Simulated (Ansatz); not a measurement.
Here is the system:

TaTe:
```
TaTe
1.0
    3.40423     0.00000     0.00000
    0.00000     3.40423     0.00000
    0.00000     0.00000     3.40423
Ta Te
1 1
Cartesian
  0.00000   0.00000   0.00000
  1.70211   1.70211   1.70211
```

This is the r²SCAN-relaxed structure.

Q: All from plane-wave PAW r²SCAN (Ansatz code), unless another level is named. Predict the electronic character.

A: metallic (no gap).

Q: Next, the density of states at the Fermi level?

A: 1.1 states/eV per atom (mean over ±0.08 eV).

Q: And the formation energy from the elements (no fitted shifts)?

A: 0.22 eV/atom.

Q: Predict the gap with spin–orbit coupling.

A: none (metallic).

Space group Pm-3m (CsCl type). The start of the workflow was typed in or built on a structure type; neither database checked (COD, Materials Project) lists it. Whether it is the stable phase at ambient conditions was not checked. The cell was relaxed with r²SCAN under the symmetry of its start; its stability against distortions is not shown here. No spin polarisation was allowed. Its formation energy is positive at this level, so the cell may be metastable or incomplete. With an odd number of electrons in the cell and no spin polarisation, the count alone makes it a metal. The references are the lowest solids computed at this level, not always the standard phases. Spin–orbit coupling is left out wherever it is not named.

Potentials: the later of the program's two PAW sets.
